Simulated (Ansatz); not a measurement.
Input and command of a plane-wave DFT calculation in Ansatz:

```yaml
crystal:
  lattice:
    - [6.1382053092, 0.0, 0.0]
    - [0.0, 6.9151100311, 0.0]
    - [0.0, 0.0, 3.3427890781]
  atoms:
    - { symbol: Sb, position: [0.1845875752, 0.3592635809, 0.0] }
    - { symbol: Sb, position: [0.8154124248, 0.6407364191, 0.0] }
    - { symbol: Sb, position: [0.6845875752, 0.1407364191, 0.5] }
    - { symbol: Sb, position: [0.3154124248, 0.8592635809, 0.5] }
    - { symbol: Ru, position: [0.0, 0.0, 0.0] }
    - { symbol: Ru, position: [0.5, 0.5, 0.5] }
basis:
  ecutwfc: 500
kpoints:
  mp_grid: { grid: [6, 6, 12] }
hamiltonian:
  xc: r2scan
scf:
  occupations: { method: gaussian, width: 0.01 }
output:
  forces: true
  stress: true
  eigenvalues: true
relax:
  adjacent_minimum: "off"
  f_tol: 0.01
  max_steps: 30
  cell: { stress_tol: 0.1, fix: [volume] }
```

```bash
ansatz run input.yaml --threads 2 --pin off --max-ram 5120MiB --backend cpu --events-out ev --progress --plain --runs-dir out
```

Processor: Oxide Virtual Turin-like Processor (Zen 5), 2 threads, on a host shared with other jobs.

Task: Estimate time, memory and problem size.

Result: About 2.6 min on 2 threads of Oxide Virtual Turin-like Processor (Zen 5), with other jobs on the host, peak memory 1.2 GiB. It solves 56 bands at 112 k points (the mesh reduced by symmetry) with about 3603 plane waves, in 27 SCF iterations over 4 ionic steps.
